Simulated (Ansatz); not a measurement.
Starting cell, CoSi₂ (fluorite type, space group Fm-3m):

```yaml
crystal:
  lattice:
    - [0.00000, 2.65735, 2.65735]
    - [2.65735, 0.00000, 2.65735]
    - [2.65735, 2.65735, 0.00000]
  atoms:
    - { symbol: Co, position: [0.00000, 0.00000, 0.00000] }
    - { symbol: Si, position: [0.25000, 0.25000, 0.25000] }
    - { symbol: Si, position: [0.75000, 0.75000, 0.75000] }
```

Scan: atom 1 (Co, nearest neighbour Si at 2.301 Å; its periodic images, 3.8 Å or more away, move with it) is displaced along Cartesian z, direction (0.000, 0.000, 1.000) in Cartesian axes, by s. The other atoms stay.

Level of theory: r2SCAN (plane waves to 500 eV, PAW, scalar-relativistic; Ansatz, a first-principles code). k mesh 12×12×12 (Γ-centred), Fermi-Dirac smearing 0.05 eV. The energy includes the smearing's −TS. With partly filled bands, energies and forces of such displacements shift with the k mesh and the smearing. CoSi2 is run without spin polarisation. CoSi2 was relaxed with its symmetry unable to fall. The PAW data are Ansatz's earlier set. The zero of ΔE is the undisplaced structure. The last digit holds for this mesh only.

```json
[
 {"s (Å)": "-0.690", "ΔE (meV/cell)": "2876.7"},
 {"s (Å)": "-0.552", "ΔE (meV/cell)": "1909.8"},
 {"s (Å)": "-0.414", "ΔE (meV/cell)": "1094.8"},
 {"s (Å)": "-0.276", "ΔE (meV/cell)": "488.8"},
 {"s (Å)": "-0.138", "ΔE (meV/cell)": "122.0"},
 {"s (Å)": "0.000", "ΔE (meV/cell)": "0.0"},
 {"s (Å)": "0.138", "ΔE (meV/cell)": "122.0"},
 {"s (Å)": "0.276", "ΔE (meV/cell)": "488.8"},
 {"s (Å)": "0.414", "ΔE (meV/cell)": "1094.8"},
 {"s (Å)": "0.552", "ΔE (meV/cell)": "1909.8"},
 {"s (Å)": "0.690", "ΔE (meV/cell)": "2876.7"}
]
```

What force constant k = d²E/ds² at s = 0 does the table give?

13 eV/Å². It is the second difference of the nearest points, corrected with the next pair.

With k = 12.81 eV/Å² from the forces, is the well harmonic out to s = 0.690 Å?

½ks² = 3050 meV/cell against the computed 2877 meV/cell, so the well is softer than harmonic there.

(A displaced cell: forces are minus the slopes of the energy, force constants its curvatures, and phonons follow from these.)
